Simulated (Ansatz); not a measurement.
Computed with Ansatz 0.2.0, DFT, PBEsol, plane waves (420 eV) with PAW, scalar-relativistic. The PAW files were generated under PBE, with cores re-solved for the functional.

An element in the simple cubic structure gives this curve. The cell is scaled uniformly from the relaxed one, with fractional coordinates and shape fixed. Energies are extrapolated to zero smearing, pressures are those at the given smearing. Magnetic state: spin not included.

```
V (Å³/atom)  E − E₀ (meV/atom)  P (GPa)
     13.439              212.9    42.58
     14.050               86.5    25.15
     14.660               19.6    11.27
     15.271                0.0     0.20
     15.882               18.1    -8.62
     16.493               66.3   -15.62
     17.104              138.3   -21.16
```

Q: Which element is it?
A. iridium
B. silicon
C. ruthenium
D. osmium

A: C. Its fit is V₀ = 15.26 Å³/atom, B₀ = 247 GPa, B₀′ = 4.7.
